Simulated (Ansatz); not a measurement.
**Scan of one atom of the cell for AlNi (CsCl type)**

Relaxed AlNi (CsCl type):

```xyz
2
Lattice="2.8927 0.0000 0.0000 0.0000 2.8927 0.0000 0.0000 0.0000 2.8927" Properties=species:S:1:pos:R:3 pbc="T T T"
Al     0.0000     0.0000     0.0000
Ni     1.4463     1.4463     1.4463
```

Scan: atom 1 (Al, nearest neighbour Ni at 2.505 Å; its periodic images, 2.9 Å or more away, move with it) is displaced along Cartesian x, direction (1.000, 0.000, 0.000) in Cartesian axes, by s. The other atoms stay.

Level of theory: PBE (plane waves to 420 eV, PAW, scalar-relativistic; Ansatz, a program for electronic structure). k mesh 13×13×13 (Γ-centred), Fermi-Dirac smearing 0.05 eV. The energy includes the smearing's −TS. Compression counts positive. With partly filled bands, energies and forces of such displacements shift with the k mesh and the smearing. F∥ is the force on the atom along that direction. AlNi is run without spin polarisation. AlNi was relaxed with its symmetry unable to fall. The PAW data are Ansatz's earlier set. The zero of ΔE is the undisplaced structure.

```json
[
 {"s (Å)": "-0.750", "ΔE (meV/cell)": "1530", "P (GPa)": "30.2", "F∥ (eV/Å)": "3.691"},
 {"s (Å)": "-0.600", "ΔE (meV/cell)": "1006", "P (GPa)": "20.6", "F∥ (eV/Å)": "3.237"},
 {"s (Å)": "-0.450", "ΔE (meV/cell)": "572", "P (GPa)": "12.1", "F∥ (eV/Å)": "2.522"},
 {"s (Å)": "-0.300", "ΔE (meV/cell)": "255", "P (GPa)": "5.5", "F∥ (eV/Å)": "1.699"},
 {"s (Å)": "-0.150", "ΔE (meV/cell)": "64", "P (GPa)": "1.3", "F∥ (eV/Å)": "0.849"},
 {"s (Å)": "0.000", "ΔE (meV/cell)": "0", "P (GPa)": "-0.1", "F∥ (eV/Å)": "0.000"},
 {"s (Å)": "0.150", "ΔE (meV/cell)": "64", "P (GPa)": "1.3", "F∥ (eV/Å)": "-0.849"},
 {"s (Å)": "0.300", "ΔE (meV/cell)": "255", "P (GPa)": "5.5", "F∥ (eV/Å)": "-1.699"},
 {"s (Å)": "0.450", "ΔE (meV/cell)": "572", "P (GPa)": "12.1", "F∥ (eV/Å)": "-2.522"},
 {"s (Å)": "0.600", "ΔE (meV/cell)": "1006", "P (GPa)": "20.6", "F∥ (eV/Å)": "-3.237"},
 {"s (Å)": "0.750", "ΔE (meV/cell)": "1530", "P (GPa)": "30.2", "F∥ (eV/Å)": "-3.691"}
]
```

Summary:

The energy at s = 0.750 Å is 1530 meV/cell and the force along the line at s = -0.750 Å is 3.69 eV/Å. The force constant k = d²E/ds² at s = 0 (finite differences) comes out as 5.66 eV/Å² and the zone-centre optical wavenumber from k comes out as 289 cm⁻¹. Symmetry of the curve: even: the same for both signs. Shape of the curve: a single well with its minimum at or next to zero displacement. Harmonic estimate at the end of the scan: ½ks² = 1592 meV/cell against the computed 1530 meV/cell, so the well is close to harmonic there.

(For displaced atoms, the force is minus the slope of the energy, and its curvature is a force constant, which sets phonon frequencies.)
